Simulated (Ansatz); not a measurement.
ReW (L1₀ or tetragonal B2, P4/mmm), DFT-PBEsol in the program Ansatz with PAW potentials, all energies at zero smearing, with the estimated change up to a 700 eV cutoff added, with one set of potentials and settings (totals compare only within such a set). Cell of 2 atoms (1 W, 1 Re): -20995.506 eV.

```
element                reference phase  E (eV/atom)
-------  -----------------------------  -----------
W           Im-3m, 1 atoms in the cell  -10257.5790
Re       P6_3/mmc, 4 atoms in the cell  -10738.3805
```

Formation energy per atom, worked out: (-20995.506 − 1×(-10257.5790) − 1×(-10738.3805))/2 = 0.227 eV/atom (22 kJ per mol of atoms), at 0 K, without zero-point energy or fitted corrections.

A made-up cell: these elements were put on the sites of a structure type; neither database checked (COD, Materials Project) lists it. Whether it is the stable phase at ambient conditions was not checked. The PBEsol relaxation kept the symmetry of its start; its stability against distortions is not shown here. The run is not spin-polarised. The references are the lowest solids computed at this level, not always the standard phases. Spin–orbit coupling is left out wherever it is not named.

Potentials: the earlier of the program's two PAW sets. The files were generated under PBE; for other functionals the program regenerates the frozen cores, and for LDA and PBEsol the local potential too.
